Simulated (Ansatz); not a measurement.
Total density of states per atom from r²SCAN (plane waves, PAW; program Ansatz), in 0.25 eV bins, energy from the Fermi level:

(E (eV), states/eV/atom): (-7.85, 0.04); (-7.60, 0.05); (-7.35, 0.20); (-7.10, 0.46); (-6.85, 0.78); (-6.60, 0.81); (-6.35, 0.56); (-6.10, 0.34); (-5.85, 0.33); (-5.60, 0.31); (-5.35, 0.29); (-5.10, 0.36); (-4.85, 0.40); (-4.60, 0.50); (-4.35, 0.75); (-4.10, 0.68); (-3.85, 0.60); (-3.60, 0.76); (-3.35, 0.86); (-3.10, 0.81); (-2.85, 0.90); (-2.60, 0.77); (-2.35, 0.27); (-2.10, 0.16); (-1.85, 0.45); (-1.60, 0.93); (-1.35, 0.69); (-1.10, 0.61); (-0.85, 0.59); (-0.60, 0.32); (-0.35, 0.20); (-0.10, 0.15); (0.15, 0.10); (0.40, 0.08); (0.65, 0.09); (0.90, 0.11); (1.15, 0.14); (1.40, 0.20); (1.65, 0.30); (1.90, 0.32); (2.15, 0.34); (2.40, 0.38); (2.65, 0.40); (2.90, 0.34); (3.15, 0.35); (3.40, 0.37); (3.65, 0.49); (3.90, 0.73); (4.15, 0.90); (4.40, 0.84); (4.65, 0.61)

Problem. Pick the material that matches.
(A) Ce2CuSi3, P-6m2 (Pearson symbol hP6)
(B) WC, P-6m2 (W on 1a, C on 1f)
(C) NaWO3, cubic perovskite
(D) LiRh, P-6m2 (Li on 1b, Rh on 1e)

Solution. B, WC, P-6m2 (W on 1a, C on 1f). Within 0.5 eV of the Fermi level: W 5d 71 %, C 2p 22 %. Projections are on Löwdin-orthogonalised atomic valence shells; empty p or d shells of many metals are not among them.

Symmetry was held in the r²SCAN relaxation. No spin polarisation was allowed. Scalar-relativistic: spin–orbit coupling is off unless named, which matters more the heavier the elements.

Potentials: the later of the program's two PAW sets.
